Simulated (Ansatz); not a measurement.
PbS2 in space group I4/mcm (No. 140; Pb on 4a, S on 8h) under volume change, the program Ansatz at the r²SCAN level (PAW), shape and atoms relaxed at each volume.

| V (Å³/atom) | E − E(relaxed) (meV/atom) | P (GPa) |
|---|---|---|
| 21.679 | 41.3 | 6.74 |
| 22.393 | 17.3 | 4.10 |
| 23.108 | [?] | [?] |
| 23.823 | 0.0 | 0.00 |
| 24.537 | [?] | [?] |
| 25.252 | 13.7 | -2.91 |
| 25.967 | 29.3 | -4.03 |

Task: What belongs in the gaps?

Result: 
- 23.108, E − E(relaxed) (meV/atom): 4.1
- 23.108, P (GPa): 1.88
- 24.537, E − E(relaxed) (meV/atom): 3.6
- 24.537, P (GPa): -1.58

Task: What does a third-order Birch–Murnaghan fit give for V₀, B₀ and B′?

Result: V₀ = 23.82 Å³/atom, B₀ = 57.3 GPa, B′ = 4.7.

The first step of the workflow began from a Materials Project structure, measured or hypothetical; the Crystallography Open Database copy checked does not list it. Whether it is the stable phase at ambient conditions was not checked. The r²SCAN relaxation kept the symmetry of its start; its stability against distortions is not shown here. Scalar-relativistic: spin–orbit coupling is off unless named, which matters more the heavier the elements.

Potentials: the later of the program's two PAW sets.
